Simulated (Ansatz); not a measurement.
NbP:
```cif
data_Nb4P4
_chemical_formula_sum 'Nb4 P4'
_space_group_name_H-M_alt 'I41md'
_space_group_IT_number 109
_space_group_name_Hall 'I 4bw -2'
_cell_length_a 3.34699
_cell_length_b 3.34699
_cell_length_c 11.42776
_cell_angle_alpha 90.000
_cell_angle_beta 90.000
_cell_angle_gamma 90.000
loop_
_atom_site_label
_atom_site_type_symbol
_atom_site_symmetry_multiplicity
_atom_site_Wyckoff_symbol
_atom_site_fract_x
_atom_site_fract_y
_atom_site_fract_z
_atom_site_occupancy
Nb1 Nb 4 a 0.00000 0.50000 0.00004 1
P1 P 4 a 0.00000 0.00000 0.33259 1
```
(The calculation used a cell of 4 atoms; values per cell refer to that cell.)

Relaxed with PBE. DFT-PBE in the program Ansatz with PAW potentials gives no gap.

Q: What gap does HSE06 give on the same cell (Ansatz, PAW)?

A: It stays without a gap at the points solved. The hybrid was solved on a coarser mesh and at special points; its gap is the smallest among all of these. On such a mesh it can open a false gap in a semimetal.

```csv
k,v1 PBE,c1 PBE,v1 HSE06,c1 HSE06
Γ,-1.41,0.77,…,…
M,-0.58,1.13,…,…
X,-0.48,2.92,…,…
P,-0.46,2.93,-0.72,3.63
N,-0.15,0.02,-0.10,0.27
S0,-0.20,0.10,…,…
R,-0.52,2.72,-0.77,3.38
```

Q: Top valence (v1) and lowest conduction level (c1) in eV from each method's valence maximum (which need not be a listed point): supply the withheld HSE06 values.

A: 
- Γ, v1 HSE06: -1.63
- Γ, c1 HSE06: 1.18
- S0, v1 HSE06: 0.00
- S0, c1 HSE06: 0.22
- M, v1 HSE06: -0.74
- M, c1 HSE06: 1.58
- X, v1 HSE06: -0.73
- X, c1 HSE06: 3.63

Cost on shared cores: the PBE run (SCF on a 17×17×17 mesh, then bands and DOS) roughly 3 core-minutes, the HSE06 run (SCF on 9×9×9, then a few points) about 19 core-minutes (a rough figure); the tasks are unlike.

Space group I4_1md. The cell was relaxed with PBE under the symmetry of its start; of distortions, only those at the zone centre were tested. The run is not spin-polarised. A small band overlap can be real or an error of a semilocal functional. Spin–orbit coupling is left out wherever it is not named.

Potentials: the later of the program's two PAW sets.
